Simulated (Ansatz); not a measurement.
ZnO (wurtzite)

```xyz
8
Lattice="3.2796 0.0000 0.0000 -1.6398 2.8402 0.0000 0.0000 0.0000 10.5866" Properties=species:S:1:pos:R:3 pbc="T T T"
Zn     1.6398     0.9467     0.0114
Zn     1.6398     0.9467     5.3047
Zn     0.0000     1.8935     2.6580
Zn     0.0000     1.8935     7.9514
O      1.6398     0.9467     3.2980
O      1.6398     0.9467     8.5913
O      0.0000     1.8935     0.6513
O      0.0000     1.8935     5.9446
```

The atoms are displaced by Q × the pattern below (from a DFPT mode at A = (0.0, 0.0, 0.5), largest move 1; Q in Å), at fixed cell. It is one choice among 2 degenerate patterns. (q is in reciprocal vectors of the primitive cell; the cell shown is doubled to hold the pattern.)

| atom | x | y | z |
|---|---|---|---|
| Zn1 | 0.000 | 0.000 | 1.000 |
| Zn2 | 0.000 | 0.000 | -1.000 |
| Zn3 | 0.000 | 0.000 | 0.683 |
| Zn4 | 0.000 | 0.000 | -0.683 |
| O5 | 0.000 | 0.000 | -0.308 |
| O6 | 0.000 | 0.000 | 0.308 |
| O7 | 0.000 | 0.000 | 0.842 |
| O8 | 0.000 | 0.000 | -0.842 |

Calculation: PBE (plane waves to 420 eV, PAW, scalar-relativistic; Ansatz, a first-principles code). k mesh 12×12×3 (Γ-centred), Fermi-Dirac smearing 0.05 eV. Energies are smeared free energies. ZnO was relaxed with its symmetry unable to fall. ΔE is measured from the undisplaced structure.

```csv
Q (Å),ΔE (meV/cell)
-0.180,400
-0.150,withheld
-0.120,177
-0.090,99
-0.060,44
-0.030,11
0.000,0
0.030,11
0.060,44
0.090,99
0.120,177
0.150,withheld
0.180,400
```

### Question
Fit an even polynomial form (powers 2, 4) to the given rows and predict ΔE at Q = 0.150.

### Answer
Least squares on the 11 given rows: ΔE = (12220)·Q² + (3848)·Q⁴, in meV/cell with Q in Å; root-mean-square residual 0.1 meV/cell. At 0.150 the fit gives 277 meV/cell; the calculation gives 277 meV/cell, the same to the digits shown. The quadratic term alone would give 275 meV/cell.

(A displaced cell: forces are minus the slopes of the energy, force constants its curvatures, and phonons follow from these.)
